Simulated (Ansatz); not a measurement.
**Moving the Hubbard U on Hf d, Pd d in Hf2Pd2Se2Br2O3**

```
Hf Pd Se Br O
1.0
     5.60663   -0.09346   -0.01409
     1.61393    5.33512    0.00251
     1.36916    1.91529    8.31543
Hf Pd Se Br O
2 2 2 2 3
Cartesian
  2.3902 3.4984 0.1883
  6.1995 3.6586 8.1156
  1.4915 3.6252 4.1590
  0.6846 0.9576 4.1577
  1.0298 2.2924 2.1069
  7.5599 4.8645 6.1970
  4.2949 3.5785 4.1519
  3.4879 0.9109 4.1507
  4.3489 3.6281 7.6532
  4.2408 3.5289 0.6507
  0.0000 0.0000 0.0000
```

The cell comes from a database or a generator and needn't be the stable form of this composition.

Kept alike: task projected density of states; functional PBE; k mesh 5 × 5 × 4; occupations fermi-dirac, width 0.05 eV; no spin polarisation. Program: Ansatz, Ansatz PAW, cutoff 420 eV. The mesh is that of the run's cell of 11 atoms. No spin-orbit coupling.

| Hubbard U on Hf d, Pd d, U (eV) | pressure (GPa) |
| --- | --- |
| 2 | 0.67 |
| 4 | 1.61 |
| 6 | 2.69 |
| 8 | 3.85 |

Pressure is positive in compression, with a Pulay correction for the finite cutoff. U acts here on a shell without spin polarisation. For a metal such a mesh leaves the last digits unconverged. How U acts hangs on the program's projectors. U is the effective U - J on orthogonalised atomic projectors. Double counting: fully localised limit (the default).

**Question.** What does the Hubbard U on Hf d, Pd d change here?

**Answer.** The pressure rises from 0.67 to 3.85 GPa between 2 and 8 eV. U localises the shell and weakens its bonds, so the cell pushes outwards.
